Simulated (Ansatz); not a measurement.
**Calculated electric field gradients for K₂MgH₈C₂O₁₀**

The cell is a computed structure from the Materials Project (it need not be an observed phase), atoms as given.

```cif
data_K2MgH8C2O10
_symmetry_space_group_name_H-M 'P2_1/c'
_symmetry_Int_Tables_number 14
_cell_length_a 6.9482
_cell_length_b 6.2695
_cell_length_c 12.2589
_cell_angle_alpha 90.000
_cell_angle_beta 113.449
_cell_angle_gamma 90.000
loop_
_atom_site_label
_atom_site_type_symbol
_atom_site_symmetry_multiplicity
_atom_site_Wyckoff_symbol
_atom_site_fract_x
_atom_site_fract_y
_atom_site_fract_z
K K 4 e 0.2334 0.8513 0.8174
Mg Mg 2 c 0.0000 0.5000 0.0000
H7 H 4 e 0.6976 0.1762 0.9231
H8 H 4 e 0.2084 0.1994 0.9784
H9 H 4 e 0.5760 0.3956 0.8866
H10 H 4 e 0.1961 0.3416 0.8622
C C 4 e 0.7434 0.8495 0.8241
O27 O 4 e 0.7101 0.3332 0.9435
O28 O 4 e 0.6688 0.9192 0.9001
O29 O 4 e 0.1109 0.2832 0.9057
O30 O 4 e 0.8780 0.6942 0.8524
O31 O 4 e 0.3176 0.4372 0.7806
```

One atom of each set is listed.

The numbers come from a DFT calculation in Ansatz (PBE, plane waves and PAW, scalar-relativistic, 420 eV cutoff, Γ-centred 3×4×2 k-points, Fermi–Dirac smearing 0.02 eV).

Conventions: |V_zz| ≥ |V_yy| ≥ |V_xx|, η = (V_xx − V_yy)/V_zz, C_Q = eQV_zz/h.

³⁹K: I = 3/2, Q = 60.30 mb; 25Mg: I = 5/2, Q = 199.4 mb; H-2: I = 1, Q = 2.858 mb; 17O: I = 5/2, Q = -25.58 mb. Nuclear quadrupole moments: year-2017 set (Pyykkö).

```csv
site,atoms,first shell,"V_xx, V_yy, V_zz (10²¹ V/m²)",η,C_Q (MHz)
K,4,7 O at 2.74–3.16 Å; also 3 O at 3.38–3.57 Å,"-0.51, -0.66, 1.17",0.13,1.71
Mg,2,6 O at 2.06–2.13 Å,"0.14, 0.54, -0.68",0.59,-3.30
H7,4,1 O at 1.01 Å; also 1 O at 1.63 Å,"-1.11, -1.44, 2.55",0.13,0.176
H8,4,1 O at 1.02 Å; also 1 O at 1.58 Å,"-0.92, -1.22, 2.15",0.14,0.148
H9,4,1 O at 0.99 Å; also 1 O at 1.77 Å,"-1.38, -1.74, 3.11",0.12,0.215
H10,4,1 O at 1.01 Å; also 1 O at 1.66 Å,"-1.10, -1.42, 2.52",0.13,0.174
C,4,3 O at 1.30–1.31 Å,"-1.13, -1.36, 2.49",0.09,–
O27,4,"2 H at 0.99–1.01 Å, 1 Mg at 2.13 Å; also 1 K at 3.03 Å","1.48, 10.99, -12.47",0.76,7.71
O28,4,"1 C at 1.31 Å; also 2 H at 1.58–1.63 Å, 1 K at 2.81 Å","-1.45, -10.49, 11.94",0.76,-7.38
O29,4,"2 H at 1.01–1.02 Å, 1 Mg at 2.12 Å; also 2 K at 2.86–3.16 Å","0.39, 10.21, -10.60",0.93,6.56
O30,4,"1 C at 1.30 Å, 1 Mg at 2.06 Å, angle 133°; also 2 K at 2.84–2.88 Å","-0.76, -11.60, 12.36",0.88,-7.65
O31,4,"1 C at 1.30 Å; also 2 H at 1.66–1.77 Å, 1 K at 2.74 Å","-0.63, -11.39, 12.03",0.89,-7.44
```

At H7, H8, H9 and H10 V_zz points along its bond to O (within 3°) in each case. At C V_zz stands upright on the plane through its three neighbours (within 2°).

C has no stable isotope with a ground-state quadrupole moment in the table, so no C_Q is given.

The largest force is 0.4 eV/Å, so the atoms aren't at the calculated equilibrium and relaxing them would move these values. The lattice is static: at room temperature water may turn and average the couplings of its hydrogen.
